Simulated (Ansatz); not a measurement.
Computed properties of Zr3Cu4Si4

Zr3Cu4Si4:
```xyz
11
Lattice="-1.9647 3.1834 6.5315 1.9647 -3.1834 6.5315 1.9647 3.1834 -6.5315" Properties=species:S:1:pos:R:3 pbc="T T T"
Zr     0.0000     0.0000    11.4259
Zr     0.0000     0.0000     1.6371
Zr     0.0000     3.1834     0.0000
Si     0.0000     1.9693     6.5315
Si     1.9647     1.2142     0.0000
Si     1.9647     0.0000     3.7165
Si     0.0000     3.1834     2.8150
Cu     0.0000     1.2209     4.3167
Cu     1.9647     1.9625     2.2148
Cu     1.9647     1.9625    -2.2148
Cu     0.0000     1.2209     8.7463
```

Space group Immm (No. 71); conventional cell a = 3.929 Å, b = 6.367 Å, c = 13.063 Å, α = β = γ = 90.00°.

Method: DFT-r²SCAN in the program Ansatz with PAW potentials. Geometry: relaxed at this level of theory. Other levels are named where they apply.

**Cell and energy**

| Property | Result |
|---|---|
| Volume per atom | 14.85 Å³ |
| Density | 6.51 g/cm³ |
| Formation energy from the elements (no fitted shifts) | -0.62 eV/atom |

**Electronic structure**

| Quantity | Value |
|---|---|
| Electronic character | metallic (no gap) |
| Density of states at the Fermi level | 0.45 states/eV per atom (mean over ±0.08 eV) |

The first step of the workflow began from a Materials Project structure, measured or hypothetical; the Crystallography Open Database copy checked does not list it. Its standing as an ambient phase is unchecked. The r²SCAN relaxation kept the symmetry of its start; its stability against distortions is not shown here. The run is not spin-polarised. The references are the lowest solids computed at this level, not always the standard phases. Scalar-relativistic: spin–orbit coupling is off unless named, which matters more the heavier the elements.

Potentials: the later of the program's two PAW sets.
